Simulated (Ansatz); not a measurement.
WO3 (ReO3 type, Pm-3m) under volume change, the program Ansatz at the LDA level (PAW), scaled uniformly.

| V (Å³/atom) | E − E(relaxed) (meV/atom) | P (GPa) |
|---|---|---|
| 12.251 | 105.1 | 30.27 |
| 12.654 | ? | ? |
| 13.058 | 10.4 | 8.48 |
| 13.462 | 0.0 | -0.01 |
| 13.866 | 9.4 | -7.21 |
| 14.270 | ? | ? |
| 14.674 | 75.8 | -18.50 |

Question: What belongs in the gaps?

Answer: 
- 12.654, E − E(relaxed) (meV/atom): 44.1
- 12.654, P (GPa): 18.48
- 14.270, E − E(relaxed) (meV/atom): 35.5
- 14.270, P (GPa): -13.33

Question: What does a third-order Birch–Murnaghan fit give for V₀, B₀ and B′?

Answer: V₀ = 13.46 Å³/atom, B₀ = 260 GPa, B′ = 4.5.

The workflow started from a Materials Project entry (that database holds measured and hypothetical structures alike); the Crystallography Open Database copy checked does not list it. COD files the formula under space group No. 2, 14, 62, 129, 130, 191, so this cell is another polymorph or a model. Its standing as an ambient phase is unchecked. The LDA relaxation kept the symmetry of its start. At this level the phase is dynamically unstable (imaginary phonons). The run is not spin-polarised. No Hubbard U is applied. Scalar-relativistic: spin–orbit coupling is off unless named, which matters more the heavier the elements.

Potentials: the later of the program's two PAW sets.
